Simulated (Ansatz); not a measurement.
Ti3AlC (anti-perovskite, Pm-3m) under volume change, the program Ansatz at the PBEsol level (PAW), scaled uniformly.

```
V (Å³/atom)  E − E(relaxed) (meV/atom)  P (GPa)
-----------  -------------------------  -------
12.914                            68.6    18.60
13.340                            28.9    11.45
13.766                             6.9     5.30
14.191                             0.0     0.01
14.617                             6.2    -4.54
15.043                            23.6    -8.45
15.469                            50.6   -11.82
```

Task: What does a third-order Birch–Murnaghan fit give for V₀, B₀ and B′?

Result: V₀ = 14.19 Å³/atom, B₀ = 163 GPa, B′ = 4.0.

The first step of the workflow began from a Materials Project structure, measured or hypothetical; the Crystallography Open Database copy checked does not list it. Whether it is the stable phase at ambient conditions was not checked. The PBEsol relaxation kept the symmetry of its start; of distortions, only those at the zone centre were tested. No spin polarisation was allowed.

Potentials: the earlier of the program's two PAW sets.
